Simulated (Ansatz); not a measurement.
The following input was run with Ansatz 0.2.0.

```yaml
crystal:
  lattice:
    - [5.1731, 0.0, 0.0]
    - [0.0, 3.3381, 0.0]
    - [0.0, 0.0, 5.6049]
  atoms:
    - { symbol: Si, position: [0.32128, 0.75, 0.0825] }
    - { symbol: Si, position: [0.17872, 0.25, 0.5825] }
    - { symbol: Si, position: [0.82128, 0.75, 0.4175] }
    - { symbol: Si, position: [0.67872, 0.25, 0.9175] }
    - { symbol: Ni, position: [0.00779, 0.25, 0.18752] }
    - { symbol: Ni, position: [0.49221, 0.75, 0.68752] }
    - { symbol: Ni, position: [0.50779, 0.25, 0.31248] }
    - { symbol: Ni, position: [0.99221, 0.75, 0.81248] }
basis:
  ecutwfc: 500
kpoints:
  mp_grid: { grid: [8, 10, 6] }
hamiltonian:
  xc: r2scan
scf:
  occupations: { method: gaussian, width: 0.1 }
output:
  forces: true
  stress: true
  eigenvalues: true
  write_density: true
  write_potential: true
  elf: true
  volumetric_format: npy
relax:
  adjacent_minimum: "off"
  f_tol: 0.005
  max_steps: 80
  cell: { stress_tol: 0.05 }
```

Run as
```bash
ansatz run input.yaml --threads 2 --pin off --max-ram 5120MiB --backend cpu --events-out ev --progress --plain --runs-dir out
```

The calculation used Ansatz, DFT r2SCAN, scalar-relativistic, plane waves, PAW.

Abridged output:

```
Pseudopotentials: kind: paw
Pseudopotential: Si, paw, valence charge 4, recommended cutoff 500 eV (meta_gga)
Pseudopotential: Ni, paw, valence charge 18, recommended cutoff 500 eV (meta_gga)
Functional definition: r2SCAN
Crystal: 8 atoms, lattice volume = 96.787 Å³
Basis set: ecut = 500 eV, 2451 PW (Γ), exchange–correlation on 160×100×180 points (64 copies of the dense FFT grid, shifted against one another)
Bands: 53, of which v1, the nominal top of the filled ones, is band 44 counted from 1 (43 counted from 0)
Symmetry: 8 space group operations
Space group: Pnma (ITA 62), of the structure as read, at distance tolerance 4.6e-5 Å
k-points: 120 of 480
Initial density: superposition of atomic densities (neutral atoms: chi_scale 0, normalization atom), corrected by the library's trained network
Initial wavefunctions: pseudopotential atomic-orbital guess
Functional: x = r2scan, c = r2scan; τ floored in thin density (d = 2e-4 eV/Å³)
SCF iter   1: F=—  HF=-25941.016232 eV  |F-HF|=—  |Δ(HF+E_count)|=         —  Δρ=2.92e-2  dr2=6.96e-1  dr2_τ=2.23e-1  ethr=1.77e-3  ⟨swp⟩=7.1  Hψ=25575  notcnv=0  defer=20
SCF iter   2: F=—  HF=-25941.284214 eV  |F-HF|=—  |Δ(HF+E_count)|=   2.68e-1  Δρ=2.53e-2  dr2=3.17e-1  dr2_τ=4.00e-3  ethr=7.91e-4  ⟨swp⟩=2.9  Hψ=11639  notcnv=0  defer=344
SCF iter   3: F=—  HF=-25941.227880 eV  |F-HF|=—  |Δ(HF+E_count)|=   5.63e-2  Δρ=7.16e-3  dr2=5.19e-2  dr2_τ=1.04e-4  ethr=3.60e-4  ⟨swp⟩=2.3  Hψ=9410  notcnv=0  defer=344
SCF iter   4: F=—  HF=-25941.220603 eV  |F-HF|=—  |Δ(HF+E_count)|=   7.28e-3  Δρ=2.23e-3  dr2=2.51e-3  dr2_τ=2.92e-5  ethr=5.90e-5  ⟨swp⟩=1.5  Hψ=7788  notcnv=0  defer=344
SCF iter   5: F=—  HF=-25941.221167 eV  |F-HF|=—  |Δ(HF+E_count)|=   5.64e-4  Δρ=1.11e-3  dr2=6.86e-4  dr2_τ=1.91e-5  ethr=2.86e-6  ⟨swp⟩=2.0  Hψ=10842  notcnv=0  defer=344
SCF iter   6: F=—  HF=-25941.221212 eV  |F-HF|=—  |Δ(HF+E_count)|=   4.50e-5  Δρ=7.08e-4  dr2=2.87e-4  dr2_τ=1.65e-6  ethr=7.80e-7  ⟨swp⟩=2.0  Hψ=9255  notcnv=0  defer=344
SCF iter   7: F=—  HF=-25941.221237 eV  |F-HF|=—  |Δ(HF+E_count)|=   2.49e-5  Δρ=2.90e-4  dr2=4.74e-5  dr2_τ=5.13e-7  ethr=3.26e-7  ⟨swp⟩=1.0  Hψ=6012  notcnv=0  defer=344
SCF iter   8: F=—  HF=-25941.221237 eV  |F-HF|=—  |Δ(HF+E_count)|=   2.91e-8  Δρ=7.79e-5  dr2=4.28e-6  dr2_τ=5.99e-8  ethr=5.39e-8  ⟨swp⟩=2.2  Hψ=9874  notcnv=0  defer=344
SCF iter   9: F=—  HF=-25941.221238 eV  |F-HF|=—  |Δ(HF+E_count)|=   5.94e-7  Δρ=2.66e-5  dr2=4.17e-7  dr2_τ=4.07e-9  ethr=4.86e-9  ⟨swp⟩=2.3  Hψ=10217  notcnv=0  defer=344
SCF iter  10: F=-25941.221238 eV  HF=-25941.221238 eV  |F-HF|=5.42e-10  |Δ(HF+E_count)|=   1.83e-8  Δρ=1.68e-6  dr2=3.25e-9  dr2_τ=3.78e-11  ethr=1.14e-10  ⟨swp⟩=14.4  Hψ=50600  notcnv=0
SCF 1 converged in 10 iterations: F = -25941.221238 eV  dr2 = 3.25e-9
relax step   1: F+E_penalty+E_count = -25941.22123791 eV  Δ(F+E_penalty+E_count) = +0.000e0 eV  max|allowed force component| = 1.233e-1 eV/Å  Δτ_max = 0.0000 Å  P = -3.214 GPa  Ω = 96.787 Å³  (10 SCF iters, dr2 threshold 1.00e-7 eV, accepted)
Crystal: 8 atoms, lattice volume = 95.861 Å³
Basis set: ecut = 500 eV, 2439 PW (Γ), exchange–correlation on 160×100×180 points (64 copies of the dense FFT grid, shifted against one another)
Initial density: handed on by an earlier stage of this run
Initial wavefunctions: those handed on with the density
SCF iter   1: F=—  HF=-25941.231982 eV  |F-HF|=—  |Δ(HF+E_count)|=         —  Δρ=2.01e-3  dr2=2.38e-3  dr2_τ=6.31e-3  ethr=3.04e-6  ⟨swp⟩=2.0  Hψ=28869  notcnv=0
SCF iter   2: F=—  HF=-25941.239693 eV  |F-HF|=—  |Δ(HF+E_count)|=   7.71e-3  Δρ=1.93e-3  dr2=2.22e-3  dr2_τ=1.75e-5  ethr=2.70e-6  ⟨swp⟩=2.0  Hψ=11643  notcnv=0
SCF iter   3: F=—  HF=-25941.239376 eV  |F-HF|=—  |Δ(HF+E_count)|=   3.16e-4  Δρ=5.41e-4  dr2=2.24e-4  dr2_τ=2.89e-6  ethr=2.53e-6  ⟨swp⟩=2.0  Hψ=8497  notcnv=0
SCF iter   4: F=—  HF=-25941.239385 eV  |F-HF|=—  |Δ(HF+E_count)|=   8.97e-6  Δρ=1.85e-4  dr2=4.00e-5  dr2_τ=8.43e-7  ethr=2.54e-7  ⟨swp⟩=2.2  Hψ=11656  notcnv=0
SCF iter   5: F=—  HF=-25941.239386 eV  |F-HF|=—  |Δ(HF+E_count)|=   5.54e-7  Δρ=1.00e-4  dr2=1.05e-5  dr2_τ=7.49e-8  ethr=4.55e-8  ⟨swp⟩=2.9  Hψ=10324  notcnv=0
SCF iter   6: F=—  HF=-25941.239386 eV  |F-HF|=—  |Δ(HF+E_count)|=   1.36e-7  Δρ=6.36e-5  dr2=2.00e-6  dr2_τ=9.52e-9  ethr=1.20e-8  ⟨swp⟩=2.0  Hψ=8637  notcnv=0
SCF iter   7: F=-25941.239386 eV  HF=-25941.239386 eV  |F-HF|=3.14e-7  |Δ(HF+E_count)|=   1.76e-7  Δρ=2.73e-5  dr2=3.71e-7  dr2_τ=7.95e-10  ethr=9.09e-10  ⟨swp⟩=10.5  Hψ=50780  notcnv=0
SCF 2 converged in 7 iterations: F = -25941.239386 eV  dr2 = 3.71e-7
relax step   2: F+E_penalty+E_count = -25941.23938594 eV  Δ(F+E_penalty+E_count) = -1.815e-2 eV  max|allowed force component| = 8.056e-2 eV/Å  Δτ_max = 0.0028 Å  P = -1.420 GPa  Ω = 95.861 Å³  energy of the carried Pulay correction = +5.743e-4 eV  (7 SCF iters, dr2 threshold 8.00e-7 eV, accepted)
Crystal: 8 atoms, lattice volume = 95.093 Å³
Basis set: ecut = 500 eV, 2383 PW (Γ), exchange–correlation on 160×100×180 points (64 copies of the dense FFT grid, shifted against one another)
SCF iter   1: F=—  HF=-25941.234621 eV  |F-HF|=—  |Δ(HF+E_count)|=         —  Δρ=2.23e-3  dr2=3.45e-3  dr2_τ=1.20e-2  ethr=4.20e-6  ⟨swp⟩=2.7  Hψ=30922  notcnv=0
SCF iter   2: F=—  HF=-25941.245906 eV  |F-HF|=—  |Δ(HF+E_count)|=   1.13e-2  Δρ=1.85e-3  dr2=2.05e-3  dr2_τ=2.35e-5  ethr=3.93e-6  ⟨swp⟩=2.0  Hψ=11638  notcnv=0
SCF iter   3: F=—  HF=-25941.245678 eV  |F-HF|=—  |Δ(HF+E_count)|=   2.28e-4  Δρ=8.90e-4  dr2=5.62e-4  dr2_τ=5.77e-6  ethr=2.33e-6  ⟨swp⟩=2.0  Hψ=8731  notcnv=0
SCF iter   4: F=—  HF=-25941.245674 eV  |F-HF|=—  |Δ(HF+E_count)|=   3.55e-6  Δρ=3.20e-4  dr2=1.14e-4  dr2_τ=1.37e-6  ethr=6.38e-7  ⟨swp⟩=2.0  Hψ=11215  notcnv=0
SCF iter   5: F=—  HF=-25941.245669 eV  |F-HF|=—  |Δ(HF+E_count)|=   5.55e-6  Δρ=1.38e-4  dr2=1.97e-5  dr2_τ=8.51e-8  ethr=1.30e-7  ⟨swp⟩=2.7  Hψ=10479  notcnv=0
SCF iter   6: F=—  HF=-25941.245667 eV  |F-HF|=—  |Δ(HF+E_count)|=   1.31e-6  Δρ=5.10e-5  dr2=1.55e-6  dr2_τ=1.37e-8  ethr=2.24e-8  ⟨swp⟩=2.0  Hψ=9255  notcnv=0
SCF iter   7: F=-25941.245667 eV  HF=-25941.245668 eV  |F-HF|=3.78e-7  |Δ(HF+E_count)|=   3.03e-7  Δρ=2.90e-5  dr2=4.82e-7  dr2_τ=1.28e-9  ethr=9.09e-10  ⟨swp⟩=11.1  Hψ=53625  notcnv=0
SCF 3 converged in 7 iterations: F = -25941.245667 eV  dr2 = 4.82e-7
relax step   3: F+E_penalty+E_count = -25941.24566730 eV  Δ(F+E_penalty+E_count) = -6.281e-3 eV  max|allowed force component| = 1.859e-2 eV/Å  Δτ_max = 0.0058 Å  P = +0.218 GPa  Ω = 95.093 Å³  energy of the carried Pulay correction = +1.055e-3 eV  (7 SCF iters, dr2 threshold 8.00e-7 eV, accepted)
Crystal: 8 atoms, lattice volume = 95.171 Å³
SCF iter   1: F=—  HF=-25941.245715 eV  |F-HF|=—  |Δ(HF+E_count)|=         —  Δρ=2.54e-4  dr2=3.00e-5  dr2_τ=1.00e-4  ethr=3.72e-8  ⟨swp⟩=3.1  Hψ=31731  notcnv=0
SCF iter   2: F=—  HF=-25941.245841 eV  |F-HF|=—  |Δ(HF+E_count)|=   1.25e-4  Δρ=2.12e-4  dr2=2.10e-5  dr2_τ=2.06e-7  ethr=3.41e-8  ⟨swp⟩=2.0  Hψ=11640  notcnv=0
SCF iter   3: F=—  HF=-25941.245838 eV  |F-HF|=—  |Δ(HF+E_count)|=   2.37e-6  Δρ=1.02e-4  dr2=4.94e-6  dr2_τ=8.69e-8  ethr=2.39e-8  ⟨swp⟩=2.0  Hψ=8779  notcnv=0
SCF iter   4: F=—  HF=-25941.245839 eV  |F-HF|=—  |Δ(HF+E_count)|=   2.86e-7  Δρ=2.99e-5  dr2=5.46e-7  dr2_τ=1.65e-8  ethr=5.62e-9  ⟨swp⟩=2.0  Hψ=11512  notcnv=0
SCF iter   5: F=-25941.245839 eV  HF=-25941.245839 eV  |F-HF|=9.53e-9  |Δ(HF+E_count)|=   1.40e-7  Δρ=1.18e-5  dr2=1.12e-7  dr2_τ=1.06e-9  ethr=4.30e-10  ⟨swp⟩=9.8  Hψ=47314  notcnv=0
SCF 4 converged in 5 iterations: F = -25941.245839 eV  dr2 = 1.12e-7
relax step   4: F+E_penalty+E_count = -25941.24583880 eV  Δ(F+E_penalty+E_count) = -1.715e-4 eV  max|allowed force component| = 7.800e-3 eV/Å  Δτ_max = 0.0017 Å  P = +0.050 GPa  Ω = 95.171 Å³  energy of the carried Pulay correction = +1.006e-3 eV  (5 SCF iters, dr2 threshold 3.79e-7 eV, accepted)
Crystal: 8 atoms, lattice volume = 95.195 Å³
SCF iter   1: F=—  HF=-25941.245785 eV  |F-HF|=—  |Δ(HF+E_count)|=         —  Δρ=1.81e-4  dr2=1.56e-5  dr2_τ=5.48e-5  ethr=1.78e-8  ⟨swp⟩=3.1  Hψ=31783  notcnv=0
SCF iter   2: F=—  HF=-25941.245845 eV  |F-HF|=—  |Δ(HF+E_count)|=   6.04e-5  Δρ=1.16e-4  dr2=6.71e-6  dr2_τ=1.34e-7  ethr=1.77e-8  ⟨swp⟩=2.0  Hψ=11639  notcnv=0
SCF iter   3: F=—  HF=-25941.245848 eV  |F-HF|=—  |Δ(HF+E_count)|=   2.66e-6  Δρ=1.46e-4  dr2=1.29e-5  dr2_τ=6.46e-8  ethr=7.63e-9  ⟨swp⟩=2.1  Hψ=10417  notcnv=0
SCF iter   4: F=—  HF=-25941.245846 eV  |F-HF|=—  |Δ(HF+E_count)|=   1.50e-6  Δρ=2.62e-5  dr2=3.89e-7  dr2_τ=1.57e-8  ethr=7.63e-9  ⟨swp⟩=2.0  Hψ=9015  notcnv=0
SCF iter   5: F=—  HF=-25941.245846 eV  |F-HF|=—  |Δ(HF+E_count)|=   1.33e-8  Δρ=9.29e-6  dr2=4.16e-8  dr2_τ=1.13e-9  ethr=4.42e-10  ⟨swp⟩=2.5  Hψ=11139  notcnv=0
SCF iter   6: F=-25941.245846 eV  HF=-25941.245846 eV  |F-HF|=1.85e-9  |Δ(HF+E_count)|=   1.18e-8  Δρ=2.96e-6  dr2=5.03e-9  dr2_τ=4.43e-11  ethr=2.34e-11  ⟨swp⟩=8.3  Hψ=42424  notcnv=0
SCF 5 converged in 6 iterations: F = -25941.245846 eV  dr2 = 5.03e-9
relax step   5: F+E_penalty+E_count = -25941.24584613 eV  Δ(F+E_penalty+E_count) = -7.330e-6 eV  max|allowed force component| = 7.389e-3 eV/Å  Δτ_max = 0.0021 Å  P = -0.002 GPa  Ω = 95.195 Å³  energy of the carried Pulay correction = +9.906e-4 eV  (6 SCF iters, dr2 threshold 2.06e-8 eV, accepted)
Crystal: 8 atoms, lattice volume = 95.194 Å³
SCF iter   1: F=—  HF=-25941.245843 eV  |F-HF|=—  |Δ(HF+E_count)|=         —  Δρ=8.36e-5  dr2=4.24e-6  dr2_τ=2.74e-5  ethr=4.90e-9  ⟨swp⟩=2.1  Hψ=26273  notcnv=0
SCF iter   2: F=—  HF=-25941.245861 eV  |F-HF|=—  |Δ(HF+E_count)|=   1.88e-5  Δρ=4.36e-5  dr2=9.87e-7  dr2_τ=4.05e-8  ethr=4.82e-9  ⟨swp⟩=2.0  Hψ=11640  notcnv=0
SCF iter   3: F=—  HF=-25941.245862 eV  |F-HF|=—  |Δ(HF+E_count)|=   1.06e-7  Δρ=1.97e-5  dr2=2.60e-7  dr2_τ=7.50e-9  ethr=1.12e-9  ⟨swp⟩=2.3  Hψ=11700  notcnv=0
SCF iter   4: F=—  HF=-25941.245862 eV  |F-HF|=—  |Δ(HF+E_count)|=   4.26e-8  Δρ=2.45e-5  dr2=3.52e-7  dr2_τ=2.17e-9  ethr=2.95e-10  ⟨swp⟩=2.8  Hψ=11564  notcnv=0
SCF iter   5: F=—  HF=-25941.245862 eV  |F-HF|=—  |Δ(HF+E_count)|=   4.65e-8  Δρ=6.48e-6  dr2=1.41e-8  dr2_τ=1.60e-10  ethr=2.95e-10  ⟨swp⟩=2.0  Hψ=8672  notcnv=0
SCF iter   6: F=-25941.245862 eV  HF=-25941.245862 eV  |F-HF|=2.84e-10  |Δ(HF+E_count)|=  4.00e-11  Δρ=7.36e-7  dr2=2.44e-10  dr2_τ=1.83e-11  ethr=8.23e-12  ⟨swp⟩=8.1  Hψ=40567  notcnv=0
SCF 6 converged in 6 iterations: F = -25941.245862 eV  dr2 = 2.44e-10
relax step   6: F+E_penalty+E_count = -25941.24586154 eV  Δ(F+E_penalty+E_count) = -1.541e-5 eV  max|allowed force component| = 8.576e-4 eV/Å  Δτ_max = 0.0008 Å  P = +0.002 GPa  Ω = 95.194 Å³  energy of the carried Pulay correction = +9.912e-4 eV  (6 SCF iters, dr2 threshold 7.24e-9 eV, accepted)
Initial wavefunctions: pseudopotential atomic-orbital guess (no wavefunctions were taken with the density)
SCF iter   1: F=—  HF=-25941.244947 eV  |F-HF|=—  |Δ(HF+E_count)|=         —  Δρ=4.77e-5  dr2=5.34e-7  dr2_τ=8.58e-7  ethr=5.29e-7  ⟨swp⟩=3.0  Hψ=41805  notcnv=0
SCF iter   2: F=—  HF=-25941.244947 eV  |F-HF|=—  |Δ(HF+E_count)|=   3.48e-7  Δρ=8.68e-5  dr2=4.39e-6  dr2_τ=8.20e-8  ethr=6.07e-10  ⟨swp⟩=3.0  Hψ=14532  notcnv=0
SCF iter   3: F=—  HF=-25941.244947 eV  |F-HF|=—  |Δ(HF+E_count)|=   2.47e-8  Δρ=4.23e-5  dr2=8.63e-7  dr2_τ=4.55e-8  ethr=6.07e-10  ⟨swp⟩=2.0  Hψ=11654  notcnv=0
SCF iter   4: F=—  HF=-25941.244947 eV  |F-HF|=—  |Δ(HF+E_count)|=   2.84e-7  Δρ=6.95e-6  dr2=1.38e-8  dr2_τ=4.63e-10  ethr=6.07e-10  ⟨swp⟩=2.0  Hψ=11139  notcnv=0
SCF iter   5: F=—  HF=-25941.244947 eV  |F-HF|=—  |Δ(HF+E_count)|=   4.41e-8  Δρ=4.29e-6  dr2=1.05e-8  dr2_τ=3.02e-10  ethr=1.57e-11  ⟨swp⟩=2.0  Hψ=11644  notcnv=0
SCF iter   6: F=—  HF=-25941.244947 eV  |F-HF|=—  |Δ(HF+E_count)|=  3.75e-10  Δρ=4.93e-7  dr2=9.24e-11  dr2_τ=9.55e-12  ethr=1.19e-11  ⟨swp⟩=2.3  Hψ=8781  notcnv=0
SCF iter   7: F=-25941.244947 eV  HF=-25941.244947 eV  |F-HF|=3.64e-12  |Δ(HF+E_count)|=  9.09e-11  Δρ=9.76e-8  dr2=6.35e-12  dr2_τ=1.48e-13  ethr=1.00e-12  ⟨swp⟩=6.6  Hψ=34023  notcnv=0
SCF 7 converged in 7 iterations: F = -25941.244947 eV  dr2 = 6.35e-12
SCF converged after 7 iterations
Free energy (F): -25941.244947 eV
Harris-Foulkes:  -25941.244947 eV  (|F-HF|=3.64e-12)
Internal energy: -25941.237797 eV  (E = F + TS)
E sigma→0 (E₀):  -25941.241372 eV
Entropy (-TS):   -0.007150 eV (-0.894 meV/atom)
Fermi energy:    14.959477 eV
--- Per-component energies (eV) ---
  E_band       = -1382.367960
  E_kinetic    = 1312.836023
  E_local      = -17777.043700  (includes V_loc(G=0)·N_el)
  E_nonlocal   = 2650.713953
  E_hartree    = 7660.580225
  E_xc         = -531.273912
  E_vxc        = -684.453633  (∫ρ·V_xc dr)
  E_paw        = -8653.046044  (= ΣΔE_a)
  E_vpaw       = -2250.563670  (= ΣTr[D̂ρ^β])
  E_aug_tail   = 0.000982  (compensation charges beyond the density's cutoff)
  E_vtau       = 44.981426  (kinetic-family band-sum trace: ∫τ·v_τ [+ j·A + Jᵃ·Aᵃ] dr)
  E_ewald      = -10602.499317
  E_core_change = -1.506006  (= ΣΔE_core)
  E_smearing   = -0.007150  (= −TS)
--- Forces (eV/Å), atoms counted from 1 ---
  atom   1  Si     0.00085292     0.00000000    -0.00016940
  atom   2  Si    -0.00085292     0.00000000    -0.00016940
  atom   3  Si     0.00085292     0.00000000     0.00016940
  atom   4  Si    -0.00085292     0.00000000     0.00016940
  atom   5  Ni    -0.00018859     0.00000000    -0.00031009
  atom   6  Ni     0.00018859     0.00000000    -0.00031009
  atom   7  Ni    -0.00018859     0.00000000     0.00031009
  atom   8  Ni     0.00018859     0.00000000     0.00031009
--- Stress (GPa, compression-positive) ---
       -0.014692       0.000000       0.000000
        0.000000       0.002378       0.000000
        0.000000       0.000000      -0.009940
  P = ⅓ Tr σ = -0.0074 GPa (-0.074 kbar)
--- Band table (eV; the first three rows and the last of 120) ---
  k-point 0: bands = ["-92.7045", "-92.7006", "-92.6991", "-92.6952", "-51.6908", "-51.6860", "-51.6654", "-51.6572", "-51.6296", "-51.6293", "-51.6093", "-51.6030", "-51.5923", "-51.5860", "-51.5745", "-51.5705", "1.1050", "4.6895", "6.0373", "6.7676", "7.9786", "8.5335", "10.2586", "10.6848", "10.7493", "10.7636", "10.8000", "10.9004", "11.0866", "11.4195", "11.6125", "11.7144", "11.9107", "12.1018", "12.4008", "12.4487", "12.5515", "12.6303", "12.7191", "12.8842", "12.9063", "13.6284", "13.7241", "13.9419", "15.6412", "16.4514", "18.4462", "19.0129", "19.3472", "19.9090", "20.1323", "21.4243", "21.8257"]
  k-point 1: bands = ["-92.7044", "-92.7012", "-92.6984", "-92.6954", "-51.6904", "-51.6863", "-51.6649", "-51.6578", "-51.6296", "-51.6293", "-51.6089", "-51.6036", "-51.5917", "-51.5863", "-51.5743", "-51.5707", "1.2398", "4.0926", "6.4414", "6.8291", "7.9258", "8.9146", "9.8445", "10.5678", "10.6745", "10.7317", "10.7809", "11.0917", "11.1118", "11.4783", "11.6212", "11.6575", "12.0386", "12.1317", "12.3391", "12.3825", "12.4203", "12.6059", "12.6170", "12.8708", "13.1430", "13.5620", "13.9534", "14.0841", "15.8460", "16.8240", "17.8714", "19.1316", "19.4089", "19.4161", "19.8327", "21.4250", "21.9806"]
  k-point 2: bands = ["-92.7039", "-92.7022", "-92.6974", "-92.6958", "-51.6895", "-51.6871", "-51.6635", "-51.6593", "-51.6296", "-51.6294", "-51.6080", "-51.6050", "-51.5903", "-51.5872", "-51.5735", "-51.5715", "1.6392", "3.1392", "6.9978", "7.0029", "7.7924", "8.9192", "9.6952", "10.4059", "10.7420", "10.8468", "10.8598", "11.0963", "11.3321", "11.5569", "11.6335", "11.6690", "11.9406", "11.9449", "12.1928", "12.2170", "12.3755", "12.6618", "12.8084", "12.8241", "13.2455", "13.4076", "14.1083", "14.9113", "15.7284", "16.8937", "17.6871", "18.4887", "19.4862", "19.6337", "20.1235", "21.3672", "21.6930"]
  k-point 119: bands = ["-92.6997", "-92.6997", "-92.6997", "-92.6997", "-51.6769", "-51.6769", "-51.6769", "-51.6769", "-51.6030", "-51.6030", "-51.6030", "-51.6030", "-51.5967", "-51.5967", "-51.5967", "-51.5967", "5.8157", "5.8157", "5.8157", "5.8157", "7.9890", "7.9890", "7.9890", "7.9890", "10.9903", "10.9903", "10.9903", "10.9903", "11.4644", "11.4644", "11.4644", "11.4644", "12.1838", "12.1838", "12.1838", "12.1838", "12.6031", "12.6031", "12.6031", "12.6031", "12.9008", "12.9008", "12.9008", "12.9008", "17.6241", "17.6241", "17.6241", "17.6241", "18.7740", "18.7740", "18.7740", "18.7740", "21.4030"]
--- Relaxed structure (6 steps of the walk, 6 accepted, 1 SCFs on fresh bases) ---
  F+E_penalty+E_count = -25941.24494679 eV   max|allowed force component| = 8.529e-4 eV/Å   (the final SCF, on the basis selected at the relaxed cell)
  cell:  # Å, volume = 95.1942 Å³
    - [5.09764265, 0.0, 0.0]
    - [0.0, 3.35043575, 0.0]
    - [0.0, 0.0, 5.57365230]
  atoms:
    - { symbol: Si, position: [0.32143162, 0.74999999, 0.08356423] }
    - { symbol: Si, position: [0.17856837, 0.24999999, 0.58356423] }
    - { symbol: Si, position: [0.82143162, 0.74999999, 0.41643576] }
    - { symbol: Si, position: [0.67856837, 0.24999999, 0.91643576] }
    - { symbol: Ni, position: [0.00777022, 0.24999999, 0.18910156] }
    - { symbol: Ni, position: [0.49222977, 0.74999999, 0.68910156] }
    - { symbol: Ni, position: [0.50777022, 0.24999999, 0.31089843] }
    - { symbol: Ni, position: [0.99222977, 0.74999999, 0.81089843] }
```

The relaxation met its thresholds.

It took 9.3 min on 2 threads of Intel(R) Xeon(R) Processor @ 2.50GHz (Skylake/Cascade Lake) (shared host), peak memory 0.97 GiB.